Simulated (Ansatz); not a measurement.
## Data sheet: Ba2TaBiO6 (DFT)

Ba2TaBiO6:
```cif
data_Ba6Bi3O18Ta3
_chemical_formula_sum 'Ba6 Ta3 Bi3 O18'
_space_group_name_H-M_alt 'R-3 :H'
_space_group_IT_number 148
_space_group_name_Hall '-R 3'
_cell_length_a 6.09402
_cell_length_b 6.09402
_cell_length_c 14.71720
_cell_angle_alpha 90.000
_cell_angle_beta 90.000
_cell_angle_gamma 120.000
loop_
_atom_site_label
_atom_site_type_symbol
_atom_site_symmetry_multiplicity
_atom_site_Wyckoff_symbol
_atom_site_fract_x
_atom_site_fract_y
_atom_site_fract_z
_atom_site_occupancy
Ba1 Ba 6 c 0.00000 0.00000 0.25114 1
Ta1 Ta 3 b 0.00000 0.00000 0.50000 1
Bi1 Bi 3 a 0.00000 0.00000 0.00000 1
O1 O 18 f 0.12851 0.36332 0.08880 1
```
(The calculation used a cell of 10 atoms; values per cell refer to that cell.)

Space group R-3 (No. 148); conventional cell a = b = 6.094 Å, c = 14.717 Å, α = β = 90.00°, γ = 120.00°.

Method: DFT-r²SCAN in the program Ansatz with PAW potentials. Geometry: relaxed at this level of theory. Other levels are named where they apply.

### Cell and energy

```
Item                                                           Value
-----------------------------------------------------  -------------
Volume per atom                                             15.78 Å³
Density                                                   8.00 g/cm³
Formation energy from the elements (no fitted shifts)  -2.74 eV/atom
```

### Electronic structure

```
Quantity                                                                          Result
------------------------------------------------  --------------------------------------
Band gap                                           2.91 eV (smallest direct gap 2.94 eV)
Valence-band maximum                                                                at T
Conduction-band minimum                                      at L (3 equivalent valleys)
Electron effective mass                            0.30, 0.57, 1.3 mₑ (principal values)
Electron effective mass with spin–orbit coupling  0.32, 0.44, 1.00 mₑ (principal values)
Hole effective mass                               0.33, 0.33, 0.68 mₑ (principal values)
Hole effective mass with spin–orbit coupling      0.32, 0.32, 0.68 mₑ (principal values)
HSE06 gap on the r²SCAN cell                                                     3.62 eV
Gap with spin–orbit coupling                                                     2.32 eV
```

### Mechanics

```
Property                              Value
----------------------------------  -------
Bulk modulus (Birch–Murnaghan fit)  135 GPa
Pressure derivative B′                  4.3
```

### Dielectric response

```
Property                                                                                   Result
--------------------------------------------------------  ---------------------------------------
Electronic dielectric constant ε∞ (DFPT)                                5.17 (xx = yy), 5.07 (zz)
Static dielectric constant ε0 (ions relaxed, cell fixed)                  106 (xx = yy), 136 (zz)
Born charges (a third of the trace)                       Ba +2.73, Ta +7.82, Bi +5.38, O -3.11 e
```

### Phonons

```
Property                                                            Result
--------------------------------------------------  ----------------------
Highest zone-centre frequency (without LO–TO term)                776 cm⁻¹
Zone-centre stability                               no imaginary mode at Γ
```

### Charges

```
Quantity                                         Value
-------------  ---------------------------------------
Bader charges  Ba +1.59, Ta +2.98, Bi +1.94, O -1.35 e
```

The workflow started from a Materials Project entry (that database holds measured and hypothetical structures alike); the Crystallography Open Database copy checked does not list it. Its standing as an ambient phase is unchecked. Symmetry was held in the r²SCAN relaxation. The run is not spin-polarised. The references are the lowest solids computed at this level, not always the standard phases (solids in place of the gases). Spin–orbit coupling is left out wherever it is not named.

Potentials: the later of the program's two PAW sets.
